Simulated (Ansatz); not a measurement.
## Profile along the Na–H line in NaH (rock salt)

NaH (rock salt), conventional cell a = b = c = 4.7915 Å, α = β = γ = 90.00°. The calculation uses the primitive cell of 2 atoms, to which meshes and values per cell refer.

Fields along a shortest Na–H line of a {110} plane (2.40 Å), from Na to H, interpolated on the slice's grid (step about 0.2 Å). The numbers are results of PBEsol (plane waves to 420 eV, PAW, scalar-relativistic; Ansatz, an electronic-structure program), not measurements. k mesh 12×12×12. Near the nuclei the fields are pseudised (PAW); where an atom keeps semicore shells as valence, they peak there. NaH was relaxed with its symmetry unable to fall.

```tsv
distance from Na (Å)	valence electron density (e/Å³)	electron localisation function
0.00	20.74	x
0.12	19.37	x
0.24	15.72	x
0.36	10.79	x
0.48	5.57	x
0.60	2.04	0.61
0.72	0.68	0.49
0.84	0.27	0.27
0.96	0.14	0.05
1.08	0.10	0.04
1.20	0.08	0.05
1.32	0.10	0.38
1.44	0.12	0.73
1.56	0.17	0.93
1.68	0.23	0.99
1.80	0.33	1.00
1.92	0.48	x
2.04	0.72	x
2.16	1.08	x
2.28	1.51	x
2.40	1.76	x
```

x: too close to a nucleus for the ELF to mean much.

Density on the Na–H line (2.40 Å) at its midpoint: 0.08 e/Å³. ELF at that point: 0.05. Character of the Na–H contact (rough rule: ELF there above 0.7 covalent, below 0.2 ionic, polar between): closed-shell (ionic).
